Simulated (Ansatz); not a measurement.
Here is the system:

ScAl₂:
```cif
data_Al2Sc
_chemical_formula_sum 'Sc1 Al2'
_space_group_name_H-M_alt 'P 1'
_space_group_IT_number 1
_cell_length_a 6.03203
_cell_length_b 6.03203
_cell_length_c 6.03203
_cell_angle_alpha 149.719
_cell_angle_beta 149.719
_cell_angle_gamma 43.354
loop_
_space_group_symop_operation_xyz
  'x, y, z'
loop_
_atom_site_label
_atom_site_type_symbol
_atom_site_fract_x
_atom_site_fract_y
_atom_site_fract_z
_atom_site_occupancy
Sc1 Sc 0.00000 0.00000 0.00000 1
Al1 Al 0.32326 0.32326 0.00000 1
Al2 Al 0.67674 0.67674 0.00000 1
```

This is the PBE-relaxed structure.

All from plane-wave PAW PBE (Ansatz code), unless another level is named. Give the density of states at the Fermi level.

0.90 states/eV per atom (mean over ±0.08 eV).

Give the formation energy from the elements (no fitted shifts).

-0.25 eV/atom.

Space group I4/mmm (MoSi2 or CaC2 type). The cell is a constructed one: a structure type filled with these elements; neither database checked (COD, Materials Project) lists it. Whether it is the stable phase at ambient conditions was not checked. Symmetry was held in the PBE relaxation; whether a distortion lowers the energy is not shown. No spin polarisation was allowed. The references are the lowest solids computed at this level, not always the standard phases.

Potentials: the earlier of the program's two PAW sets.
